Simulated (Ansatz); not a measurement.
Structures of LiTa$_{3}$: which is lowest?

Plane-wave DFT in Ansatz with scalar-relativistic PAW potentials, cutoff 420 eV, Γ-centred meshes chosen by cell and gap, Gaussian smearing with energies taken to zero width. Every cell was relaxed (cell and atoms) in a run of its own, within the symmetry of its start. Functional: PBE.

Relaxed structures (starts from databases or built by putting these elements on another compound's sites):
A. Pm-3m, 4 atoms in the computed cell, a = 4.100 Å; sites (symmetry × multiplicity) Li m-3m × 1, Ta 4/mm.m × 3; start: built
B. P6_3/mmc, 8 atoms in the computed cell, a = 5.781 Å, c = 4.771 Å; sites (symmetry × multiplicity) Li -6m2 × 2, Ta mm2 × 6; start: built

**Question.** Rank them by energy. Could pressure change the order?

**Answer.**
```csv
structure,group,E − E(lowest) (meV/atom),V (Å³/atom),gap on mesh (eV)
B,P6_3/mmc,0.0,17.26,0.00
A,Pm-3m,17.9,17.23,0.00
```

B is lowest, 18 meV/atom under A. The two lowest differ in volume by under 3 %, too little for a first-order estimate of what pressure does to that pair (other pairs aren't weighed here); with rigid cells even 3 % in favour of the higher one would need about 6 GPa. Other structures may lie lower than all of these, and vibrations aren't counted.

Spin-orbit coupling is left out, which matters for the bands of heavy elements.